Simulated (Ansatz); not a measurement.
A geometry of Te2Mo away from equilibrium: step 2 of the relaxation of a generated cell, Te2Mo placed in the AFLOW prototype AB2_hP9_180_d_j (C40, as in CrSi2). The numbers are results of PBE (plane waves to 420 eV, PAW, scalar-relativistic; Ansatz, an electronic-structure program), not measurements. Γ-centred k-mesh 5×5×3 on the run's cell (coarser than for final values), Fermi–Dirac smearing 0.05 eV. The plane waves were selected for a different cell earlier on the path.

```xyz
9
Lattice="5.8176 0.0000 0.0000 -2.9088 5.0382 0.0000 0.0000 0.0000 8.4610" Properties=species:S:1:pos:R:3 pbc="T T T"
Mo     2.9088     0.0000     0.0000
Mo     1.4544     2.5191     2.8203
Mo    -1.4544     2.5191     5.6407
Te     0.0000     1.6983     0.0000
Te     4.3468     0.8491     2.8203
Te     1.4380     4.1890     5.6407
Te     2.9088     3.3399     0.0000
Te    -1.4380     4.1890     2.8203
Te     1.4708     0.8491     5.6407
```

Problem. What forces act on the atoms (eV/Å)?

Solution. 
| atom | Fx | Fy | Fz |
|---|---|---|---|
| Mo1 | 0.00 | 0.00 | 0.00 |
| Mo2 | 0.00 | 0.00 | 0.00 |
| Mo3 | 0.00 | 0.00 | 0.00 |
| Te4 | 0.00 | 0.44 | 0.00 |
| Te5 | -0.38 | 0.22 | 0.00 |
| Te6 | -0.38 | -0.22 | 0.00 |
| Te7 | 0.00 | -0.44 | 0.00 |
| Te8 | 0.38 | -0.22 | 0.00 |
| Te9 | 0.38 | 0.22 | 0.00 |

The path ends in P6₂22 (No. 180) (AFLOW prototype AB2_hP9_180_d_j (C40, as in CrSi2)). The relaxed cell holds bonded Te–Te pairs (2.98 Å). No spin polarisation in the result. A magnetic state may lie lower.

The run could not lose the symmetry of its start: the end is stationary, and may be a saddle point rather than a minimum.

The end of the path is a generated cell of Te2Mo: the first start was made by placing the elements on the sites of a structure type, and the end was not matched to a known phase here, so it may be hypothetical. Known forms of Te2Mo include space group No. 194.
